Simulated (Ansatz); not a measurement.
Os (hcp, Mg type)

```xyz
2
Lattice="2.7549 0.0000 0.0000 -1.3774 2.3858 0.0000 0.0000 0.0000 4.3443" Properties=species:S:1:pos:R:3 pbc="T T T"
Os     0.0000     1.5905     3.2582
Os     1.3774     0.7953     1.0861
```

Grid over V/V₀ and (c/a)/(c/a)₀, subscript 0 meaning the relaxed cell; the conventional c axis lies along z; no internal relaxation.

Computed with PBE (plane waves to 420 eV, PAW, scalar-relativistic; Ansatz, a first-principles code). k mesh 19×19×11 (Γ-centred), Fermi-Dirac smearing 0.05 eV. Stress and pressure are positive under compression. With partly filled bands, the response to shear is sensitive to the k mesh, so small differences along c/a are uncertain. Os is run without spin polarisation. Os was relaxed with its symmetry unable to fall. Spin-orbit coupling is left out, though Os is heavy.

At one point of the scan the stress tensor (GPa) is:

```
  -15.2      0.0      0.0
    0.0    -15.2      0.0
    0.0      0.0      5.2
```

Which point is it?
A. V/V₀ = 1.027, (c/a)/(c/a)₀ = 0.960
B. V/V₀ = 1.013, (c/a)/(c/a)₀ = 0.960
C. V/V₀ = 1.013, (c/a)/(c/a)₀ = 1.000
D. V/V₀ = 1.013, (c/a)/(c/a)₀ = 0.987

A, V/V₀ = 1.027, (c/a)/(c/a)₀ = 0.960

(Under strain, the slope of the energy per volume gives the stress and its curvature an elastic modulus.)
